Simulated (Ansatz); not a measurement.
**LaSb: eigenvalues along the path**

```
La Sb
1.0
     0.00000    3.21255    3.24500
     3.21255    0.00000    3.24500
     3.21255    3.21255    0.00000
La Sb
1 1
Direct
  0.00000 0.00000 0.00000
  0.50000 0.50000 0.50000
```

Atoms are numbered in the order listed.

The cell is COD entry 1537613, as deposited and not checked against the literature; nothing was relaxed. The listed cell was then made from it by scaling, straining or moving an atom.

Spin–orbit coupling is left out, though it moves levels of the heavy atoms by tenths of an eV or more.

The calculation used Ansatz 0.2.0, DFT, PBEsol, all-electron LAPW, scalar-relativistic.

Settings: a Γ-centred 10×10×10 k mesh, Fermi–Dirac smearing of 0.05 eV, basis error target 1 meV/atom, no spin polarisation.

Path points, in fractions of the reciprocal vectors: Γ (0.000, 0.000, 0.000), X (0.000, 0.500, 0.500), P (0.250, 0.750, 0.500), N (0.000, 0.500, 0.000), M (0.500, 0.500, 0.000), S (0.373, 0.627, 0.000), S0 (-0.373, 0.373, 0.000). Levels in eV from the Fermi level; bands 20 to 30, counted from the lowest band of the run. The gap is zero.

```
# k(1/Å) point b20 b21 b22 b23 b24 b25 b26 b27 b28 b29 b30
0.000 Γ -16.02 -16.02 -16.02 -9.02 0.21 0.24 0.24 1.22 1.29 1.29 1.98
0.196 - -16.05 -16.03 -16.03 -8.87 -0.72 -0.02 0.00 1.01 1.57 1.62 2.02
0.391 - -16.13 -16.06 -16.05 -8.55 -1.85 -0.28 -0.26 0.51 2.00 2.03 2.09
0.587 - -16.21 -16.09 -16.08 -8.35 -2.20 -0.36 -0.33 0.07 2.14 2.18 2.19
0.782 - -16.27 -16.12 -16.11 -8.38 -1.81 -0.32 -0.29 -0.22 2.17 2.21 2.24
0.978 X -16.29 -16.13 -16.12 -8.43 -1.46 -0.32 -0.28 -0.25 2.18 2.21 2.26
1.075 - -16.29 -16.14 -16.12 -8.41 -1.46 -0.62 -0.46 0.11 2.17 2.20 2.26
1.172 - -16.28 -16.15 -16.13 -8.34 -1.46 -0.90 -0.88 0.53 2.14 2.21 2.25
1.268 - -16.26 -16.17 -16.13 -8.25 -1.46 -1.33 -1.11 0.98 2.07 2.21 2.25
1.365 - -16.24 -16.19 -16.13 -8.17 -1.64 -1.43 -1.26 1.39 1.94 2.22 2.24
1.462 P -16.21 -16.21 -16.14 -8.14 -1.76 -1.37 -1.37 1.72 1.72 2.23 2.23
1.600 - -16.25 -16.20 -16.11 -8.09 -2.01 -1.39 -1.30 1.72 1.73 2.21 2.23
1.739 - -16.30 -16.15 -16.07 -7.97 -2.46 -1.44 -1.35 1.75 1.82 2.17 2.24
1.877 - -16.35 -16.09 -16.05 -7.81 -2.88 -1.54 -1.49 1.80 1.97 2.13 2.27
2.015 - -16.38 -16.04 -16.03 -7.68 -3.19 -1.63 -1.63 1.84 2.08 2.11 2.30
2.153 N -16.40 -16.03 -16.02 -7.62 -3.30 -1.68 -1.67 1.86 2.11 2.11 2.31
2.322 - -16.36 -16.02 -16.02 -7.79 -3.03 -1.56 -1.56 1.74 2.07 2.08 2.30
2.491 - -16.27 -16.02 -16.02 -8.17 -2.32 -1.24 -1.23 1.52 1.93 1.94 2.28
2.660 - -16.16 -16.02 -16.02 -8.59 -1.36 -0.74 -0.72 1.37 1.65 1.67 2.24
2.829 - -16.06 -16.02 -16.02 -8.90 -0.34 -0.14 -0.12 1.31 1.38 1.41 2.10
2.998 Γ -16.02 -16.02 -16.02 -9.02 0.21 0.24 0.24 1.22 1.29 1.29 1.98
3.191 - -16.05 -16.03 -16.03 -8.88 -0.74 0.02 0.02 0.96 1.61 1.61 2.07
3.385 - -16.12 -16.06 -16.06 -8.58 -1.84 -0.22 -0.22 0.48 2.01 2.01 2.12
3.578 - -16.21 -16.09 -16.09 -8.38 -2.19 -0.30 -0.30 0.06 2.16 2.18 2.18
3.772 - -16.26 -16.11 -16.11 -8.40 -1.85 -0.26 -0.26 -0.22 2.18 2.22 2.24
3.966 M -16.29 -16.12 -16.12 -8.44 -1.53 -0.32 -0.23 -0.23 2.18 2.21 2.26
4.036 - -16.28 -16.13 -16.12 -8.42 -1.53 -0.56 -0.28 -0.02 2.18 2.21 2.25
4.107 - -16.28 -16.14 -16.12 -8.38 -1.53 -0.87 -0.41 0.22 2.17 2.21 2.25
4.177 - -16.27 -16.17 -16.11 -8.31 -1.53 -1.22 -0.61 0.47 2.16 2.19 2.25
4.248 - -16.25 -16.19 -16.10 -8.22 -1.57 -1.53 -0.82 0.75 2.15 2.17 2.24
4.318 S -16.24 -16.22 -16.08 -8.13 -1.91 -1.52 -1.02 1.05 2.13 2.15 2.23
4.555 - -16.32 -16.13 -16.05 -7.89 -2.66 -1.53 -1.39 1.64 2.05 2.10 2.25
4.791 - -16.39 -16.04 -16.02 -7.66 -3.22 -1.65 -1.64 1.85 2.09 2.11 2.30
5.027 - -16.39 -16.04 -16.02 -7.66 -3.22 -1.65 -1.64 1.85 2.09 2.11 2.30
5.264 - -16.32 -16.13 -16.05 -7.89 -2.66 -1.53 -1.39 1.64 2.05 2.10 2.25
5.500 S0 -16.24 -16.22 -16.08 -8.13 -1.91 -1.52 -1.02 1.05 2.13 2.15 2.23
5.706 - -16.28 -16.18 -16.04 -7.91 -2.61 -1.45 -1.42 1.85 2.01 2.04 2.21
5.912 - -16.27 -16.11 -16.01 -8.02 -2.58 -1.49 -1.15 1.79 1.86 2.11 2.18
6.118 - -16.19 -16.06 -16.01 -8.43 -1.79 -1.08 -0.68 1.53 1.60 1.99 2.14
6.324 - -16.07 -16.03 -16.02 -8.85 -0.59 -0.33 -0.11 1.34 1.37 1.54 2.07
6.530 Γ -16.02 -16.02 -16.02 -9.02 0.21 0.24 0.24 1.22 1.29 1.29 1.98
```
